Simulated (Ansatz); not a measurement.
The start is a generated cell, ScAu placed in the AFLOW prototype AB_hR6_160_b_b (B13, as in NiS). The structure is fully relaxed (lattice and positions, P = 0) with PBE (plane waves to 420 eV, PAW, scalar-relativistic; Ansatz, a quantum-chemistry and plane-wave program). The first steps use a coarse 10×10×10 k-mesh.

Starting cell:
```
CELL_PARAMETERS angstrom
      5.36716     3.09873     1.17171
     -5.36716     3.09873     1.17171
      0.00000    -6.19747     1.17171
ATOMIC_POSITIONS crystal
  Sc 0.99981 0.99981 0.73638
  Sc 0.99981 0.73638 0.99981
  Sc 0.73638 0.99981 0.99981
  Au 0.27120 0.27120 0.60839
  Au 0.27120 0.60839 0.27120
  Au 0.60839 0.27120 0.27120
```

Question: How large is the pressure on the unrelaxed cell, and of which sign?

Answer: +26.0 GPa (positive: the cell is compressed).

Question: What is the largest force in the starting geometry, and on which atom (counted from 1)?

Answer: 2.07 eV/Å, on Sc1, Sc2, Sc3 (atoms numbered as listed).

Question: How much energy is released per atom?

Answer: 0.47 eV/atom.

Question: How does the volume per atom move from start to end?

Answer: +18.6 %, from 19.49 to 23.11 Å³/atom.

Question: Write out the relaxed structure.

Answer: 
```cif
data_Au9Sc9
_chemical_formula_sum 'Sc9 Au9'
_space_group_name_H-M_alt 'R3m :H'
_space_group_IT_number 160
_space_group_name_Hall 'R 3 -2"'
_cell_length_a 11.91939
_cell_length_b 11.91939
_cell_length_c 3.38115
_cell_angle_alpha 90.000
_cell_angle_beta 90.000
_cell_angle_gamma 120.000
loop_
_atom_site_label
_atom_site_type_symbol
_atom_site_symmetry_multiplicity
_atom_site_Wyckoff_symbol
_atom_site_fract_x
_atom_site_fract_y
_atom_site_fract_z
_atom_site_occupancy
Sc1 Sc 9 b 0.41506 0.20753 0.22502 1
Au1 Au 9 b 0.16547 0.08273 0.40391 1
```
(The calculation used a cell of 6 atoms; values per cell refer to that cell.)

The space group stays R3m (No. 160) (the run could not lower it); the end is AFLOW prototype AB_hR6_160_b_b (B13, as in NiS), with 6 atoms in the primitive cell. Final values are on a 14×14×14 k-mesh of the relaxed cell. No spin polarisation in the result.

The run could not lose the symmetry of its start: the end is stationary, and may be a saddle point rather than a minimum.

The relaxed structure here is a generated cell of ScAu: the first start was made by placing the elements on the sites of a structure type, and the end was not matched to a known phase here, so it may be hypothetical.
